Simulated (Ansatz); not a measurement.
**CsSnI3, first-principles data**

CsSnI₃:
```
CELL_PARAMETERS angstrom
      8.77774     0.00000     0.00000
      0.00000    12.23789     0.00000
      0.00000     0.00000     8.38017
ATOMIC_POSITIONS crystal
  Cs 0.43208 0.25000 0.97623
  Cs 0.93208 0.25000 0.52377
  Cs 0.56792 0.75000 0.02377
  Cs 0.06792 0.75000 0.47623
  Sn 0.00000 0.00000 0.00000
  Sn 0.50000 0.50000 0.50000
  Sn 0.00000 0.50000 0.00000
  Sn 0.50000 0.00000 0.50000
  I  0.00213 0.25000 0.06309
  I  0.50213 0.25000 0.43691
  I  0.99787 0.75000 0.93691
  I  0.49787 0.75000 0.56309
  I  0.29699 0.53192 0.19916
  I  0.79699 0.96808 0.30084
  I  0.70301 0.03192 0.80084
  I  0.20301 0.46808 0.69916
  I  0.70301 0.46808 0.80084
  I  0.20301 0.03192 0.69916
  I  0.29699 0.96808 0.19916
  I  0.79699 0.53192 0.30084
```

Space group Pnma (No. 62); conventional cell a = 8.7777 Å, b = 12.2379 Å, c = 8.3802 Å, α = 90.00°, β = 90.00°, γ = 90.00°.

Method: plane-wave PAW PBEsol (Ansatz code). Geometry: relaxed at this level of theory. Other levels are named where they apply.

### Cell and energy

Volume per atom: 45.01 Å³
Density: 4.67 g/cm³
Formation energy from the elements (no fitted shifts): -0.94 eV/atom

### Electronic structure

Band gap: 0.55 eV (direct)
Valence-band maximum: at Γ
Conduction-band minimum: at Γ
Electron effective mass: 0.068, 0.20, 0.87 mₑ (principal values)
Hole effective mass: 0.063, 0.075, 0.093 mₑ (principal values)
HSE06 gap on the PBEsol cell: 0.97 eV

### Mechanics

Bulk modulus (Birch–Murnaghan fit): 15.3 GPa
Pressure derivative B′: 2.6
Elastic constants (relaxed ions, GPa): C11 = 26.0, C22 = 35.1, C33 = 17.8, C12 = 9.0, C13 = 15.6, C23 = 10.7, C44 = 5.3, C55 = 12.9, C66 = 6.0
Mechanical stability: stable (all eigenvalues of C positive)
Hill bulk and shear moduli: 16.2 and 6.7 GPa
Young's modulus: 17.6 GPa
Poisson's ratio: 0.32
Debye temperature from the elastic constants: 112 K

Symmetry was held in the PBEsol relaxation. The references are the lowest solids computed at this level, not always the standard phases. Scalar-relativistic: spin–orbit coupling is off unless named, which matters more the heavier the elements.

Potentials: the later of the program's two PAW sets.
